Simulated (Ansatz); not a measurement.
Values for one crystal, relaxed and computed with r²SCAN+D4 (plane waves, PAW; program Ansatz); other levels are named.

```yaml
volume_per_atom: 14.12 Å³
electronic_character: metallic (no gap)
Pressure derivative B′: 5.2
Formation energy from the elements (no fitted shifts): -0.32 eV/atom
Bulk modulus (Birch–Murnaghan fit): 117 GPa
Density of states at the Fermi level: 0.89 states/eV per atom (mean over ±0.08 eV)
```

Problem. Which compound is it?
A. B3HN3, Cmc2_1 (Pearson symbol oS28)
B. Ti2B, R-3m (Ti on 6c, B on 3a)
C. BC3, Cmcm (Pearson symbol oS32)
D. LaF, R-3m (La on 6c, F on 6c)

Solution. B, Ti2B, R-3m (Ti on 6c, B on 3a)

The start of the workflow was typed in or built on a structure type; neither database checked (COD, Materials Project) lists it. Whether it is the stable phase at ambient conditions was not checked. The cell was relaxed with r²SCAN+D4 under the symmetry of its start; its stability against distortions is not shown here. The run is not spin-polarised. The volume moved by -26 % from the start of the relaxation. The references are the lowest solids computed at this level, not always the standard phases.

Potentials: the earlier of the program's two PAW sets. The files were generated under PBE; for other functionals the program regenerates the frozen cores, and for LDA and PBEsol the local potential too.
